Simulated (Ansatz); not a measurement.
# Calculated ¹⁷O NMR of the central transition for LiVO2F2

Cell: a Materials Project structure (computed, not necessarily an observed phase).

Space group P2 (No. 3); a = 5.9663, b = 5.9593, c = 8.2907 Å, β = 90.43°.

```
site  Wyckoff  site symmetry       x       y       z
 Li1       2e              1  0.7520  0.7576  0.6329
 Li3       2e              1  0.2514  0.2545  0.1368
  V5       2e              1  0.7331  0.9722  0.2342
  V7       1a              2  0.0000  0.7605  0.0000
  V8       1b              2  0.0000  0.2739  0.5000
  O9       2e              1  0.2299  0.9769  0.9847
 O11       2e              1  0.5395  0.7848  0.2685
 O13       2e              1  0.9837  0.7799  0.2232
 O15       2e              1  0.0112  0.2114  0.7068
 F17       2e              1  0.7902  0.5272  0.9740
 F19       2e              1  0.7795  0.4830  0.5154
 F21       2e              1  0.5417  0.2219  0.2326
 F23       2e              1  0.7705  0.0093  0.4872
```

One atom of each set is listed.

Computed with Ansatz: DFT, PBE, plane waves and PAW, scalar-relativistic, 420 eV cutoff, Γ-centred 4×4×3 k-points, Fermi–Dirac smearing 0.02 eV.

¹⁷O has I = 5/2 and Q = -25.58 mb (Pyykkö 2018); at 21.1 T its Larmor frequency is ν₀ = 121.8 MHz. Only the quadrupole interaction is simulated: positions count from each site's isotropic chemical shift, and J coupling is left out, as are shift anisotropy and dipolar coupling, which fast spinning averages.

(1) Give C_Q, η, the quadrupolar product P_Q = |C_Q|(1 + η²/3)^½, the second-order isotropic shift and the breadth of the pattern (fast magic-angle spinning) for each O site.

## Answers

(1) 

```
site                                              first shell  C_Q (MHz)     η  P_Q (MHz)  δ_QIS (ppm)  breadth (kHz)
  O9                       2 V at 1.83–1.89 Å, 1 Li at 2.08 Å       1.99  0.34       2.02        -1.66          0.465
 O11                1 V at 1.63 Å, 1 Li at 1.93 Å, angle 140°       1.37  0.37       1.40       -0.790          0.222
 O13                       2 V at 1.86–1.89 Å, 1 Li at 1.97 Å      0.952  0.29      0.965       -0.377          0.105
 O15  2 V at 1.76–2.14 Å, 1 Li at 2.06 Å; also 1 Li at 3.17 Å       2.42  0.74       2.63        -2.79          0.777
```

δ_QIS = −(ν_Q²/30ν₀²)[I(I+1) − 3/4](1 + η²/3) × 10⁶ ppm with ν_Q = 3|C_Q|/[2I(2I−1)]; it falls as 1/B₀² in ppm, and the breadth as 1/B₀ in kHz.

At O9 and O13 V_zz stands upright on the plane through its three neighbours (within 11°) in each case.

The largest force is 0.9 eV/Å, so the atoms aren't at the calculated equilibrium and relaxing them would move these values.

The run took 78 s of wall time (77 s of CPU time) and 0.86 GiB at its peak, on 1 thread of Intel Xeon Platinum 8488C (Sapphire Rapids) (x86_64; 44 cores open to the job, memory cap 2.5 GiB, no GPU), a shared host with a load of 0.3 a core.
